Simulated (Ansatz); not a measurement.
TePt:
```
TePt
1.0
    3.44226     0.00000     0.00000
    0.00000     3.44226     0.00000
    0.00000     0.00000     3.44226
Pt Te
1 1
Direct
  0.00000   0.00000   0.00000
  0.50000   0.50000   0.50000
```

Relaxed with PBE. Special points in fractions of this cell's reciprocal vectors: Γ (0.000, 0.000, 0.000); X (0.000, 0.500, 0.000); M (0.500, 0.500, 0.000); R (0.500, 0.500, 0.500).

Question: List the band energies nearest the Fermi level at these points for DFT-PBE with spin–orbit coupling in the program Ansatz with PAW potentials.

Answer: In eV from the Fermi level; about four levels below and three above (degenerate sets whole), none deeper than 8.9 eV; points with the same levels are listed once.

| k | below | above |
|---|---|---|
| Γ | -0.99 -0.99 -0.99 -0.99 | 0.40 0.40 6.88 6.88 6.88 6.88 |
| X | -2.34 -2.34 -1.63 -1.63 | 1.91 1.91 2.85 2.85 |
| M | -1.31 -1.31 -0.39 -0.39 | 0.77 0.77 7.60 7.60 |
| R | -1.81 -1.81 -1.81 -1.81 | 0.23 0.23 1.16 1.16 1.16 1.16 |

Space group Pm-3m (CsCl type). The start of the workflow was typed in or built on a structure type; neither database checked (COD, Materials Project) lists it. COD files the formula under space group No. 166, 194, so this cell is another polymorph or a model. Its standing as an ambient phase is unchecked. Symmetry was held in the PBE relaxation; its stability against distortions is not shown here. No spin polarisation was allowed. Its formation energy is positive at this level, so the cell may be metastable or incomplete.

Potentials: the earlier of the program's two PAW sets.
